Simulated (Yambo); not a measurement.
G0W0@PBEsol for RbCl (rock salt, space group Fm-3m, No. 225) in Yambo. Reference settings: 4×4×4 Γ-centred k mesh, 159 bands and a 10 Ry block in the screening, 159 bands in G with the Bruneval-Gonze terminator, plasmon pole fitted at 27.2 eV. The PBEsol gap Γ → Γ on this mesh is 4.90 eV; G0W0 gaps are taken between the same points.

With and without the terminator, as bands are cut:

```json
[
 {"bands in G (in W)": "29 (29)", "gap, terminator (eV)": "7.808", "gap, none (eV)": "7.621", "valence shift, terminator (eV)": "-1.915", "valence shift, none (eV)": "-1.556"},
 {"bands in G (in W)": "53 (53)", "gap, terminator (eV)": "7.832", "gap, none (eV)": "7.694", "valence shift, terminator (eV)": "-2.115", "valence shift, none (eV)": "-1.863"},
 {"bands in G (in W)": "81 (81)", "gap, terminator (eV)": "7.888", "gap, none (eV)": "7.781", "valence shift, terminator (eV)": "-2.226", "valence shift, none (eV)": "-2.043"},
 {"bands in G (in W)": "119 (119)", "gap, terminator (eV)": "7.922", "gap, none (eV)": "7.851", "valence shift, terminator (eV)": "-2.294", "valence shift, none (eV)": "-2.169"},
 {"bands in G (in W)": "159 (159)", "gap, terminator (eV)": "7.943", "gap, none (eV)": "7.898", "valence shift, terminator (eV)": "-2.332", "valence shift, none (eV)": "-2.247"}
]
```

Over this range the gap spans 0.135 eV with the terminator and 0.277 eV without, the valence shift 0.417 eV and 0.691 eV. Neither column has reached its limit for certain.

Geometry relaxed with PBEsol; primitive cell a = b = c = 4.6251 Å, α = β = γ = 60.00°.

A shift is the quasiparticle energy of the state minus its PBEsol energy.
